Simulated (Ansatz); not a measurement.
Polymorphs of I, each relaxed with the program Ansatz at the r²SCAN+D4 level (PAW):

A: molecular I2 type (Cmce)
a = 7.5108 Å, b = 4.5891 Å, c = 9.7913 Å, α = β = γ = 90.00°

```tsv
atom	site	symmetry	x	y	z
I	8f	m..	0.0000	0.1589	0.1204
```

B: Immm
a = 2.9213 Å, b = 3.8924 Å, c = 7.4367 Å, α = β = γ = 90.00°

```
atom  site  symmetry       x       y       z
----  ----  --------  ------  ------  ------
I       2d       mmm  0.0000  0.5000  0.0000
```

Question: Order them by energy per atom at 0 K (lowest first) at the level r²SCAN+D4.

Answer: A (+0 meV/atom), B (+88 meV/atom)

Question: Give each one's gap.

Answer: A 1.20 eV; B no gap.

Not the usual ambient phase: B. All cells were relaxed under the symmetry of their starts (and spin orders); stability against distortions was not tested throughout. Spin–orbit coupling is left out wherever it is not named.

Energies hold the estimated change up to a 700 eV cutoff; steps of a few meV lie near the error of the meshes.

Potentials: the later of the program's two PAW sets.
